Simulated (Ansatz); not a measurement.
V (bcc, W type)

```
V
1.0
   -1.49136     1.49136     1.49136
    1.49136    -1.49136     1.49136
    1.49136     1.49136    -1.49136
V
1
Direct
  0.00000   0.00000   0.00000
```

Equation-of-state scan: isotropic scaling of the cell above, V₀ being its volume. Symmetry pins the atoms to their sites.

All values below come from r2SCAN (plane waves to 500 eV, PAW, scalar-relativistic; Ansatz, an electronic-structure program). k mesh 22×22×22 (Γ-centred), Fermi-Dirac smearing 0.05 eV. E stands for the smeared free energy. V is run without spin polarisation. V was relaxed with its symmetry unable to fall. ΔE is measured from the relaxed starting cell. The last digit holds for this mesh only.

```tsv
V (Å³/atom)	ΔE (meV/atom)
12.472	31.7
12.631	19.9
12.790	11.0
12.950	4.8
13.109	1.2
13.268	0.0
13.427	1.1
13.586	4.4
13.746	9.8
13.905	17.1
14.064	26.3
```

### Question
What bulk modulus B₀ follows from a third-order Birch-Murnaghan fit?

### Answer
193 GPa.

### Question
What is the fitted pressure derivative B₀′?

### Answer
3.7.

(A scan under strain: stresses follow from slopes of the energy per volume, elastic moduli from its curvatures.)
